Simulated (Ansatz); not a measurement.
## Sc (omega (AlB2-type)): energy against volume

Method: DFT, PBEsol, plane waves (420 eV) with PAW, scalar-relativistic (Ansatz 0.2.0). The PAW files were generated under PBE, with cores re-solved for the functional.

The cell is scaled uniformly from the relaxed one, with fractional coordinates and shape fixed. Energies are extrapolated to zero smearing, pressures are those at the given smearing. Magnetic state: spin not included.

A Birch-Murnaghan fit gives V₀ = 23.45 Å³/atom, B₀ = 56 GPa, B₀′ = 3.2.

**Question.** What are the energy above the minimum and the pressure at 24.474 Å³/atom?

**Answer.** 7.4 meV/atom and -2.06 GPa as computed.

**Question.** What are the energy above the minimum and the pressure at 25.415 Å³/atom?

**Answer.** 25.7 meV/atom and -3.77 GPa as computed.

**Question.** What are the energy above the minimum and the pressure at 26.357 Å³/atom?

**Answer.** 53.3 meV/atom and -5.21 GPa as computed.
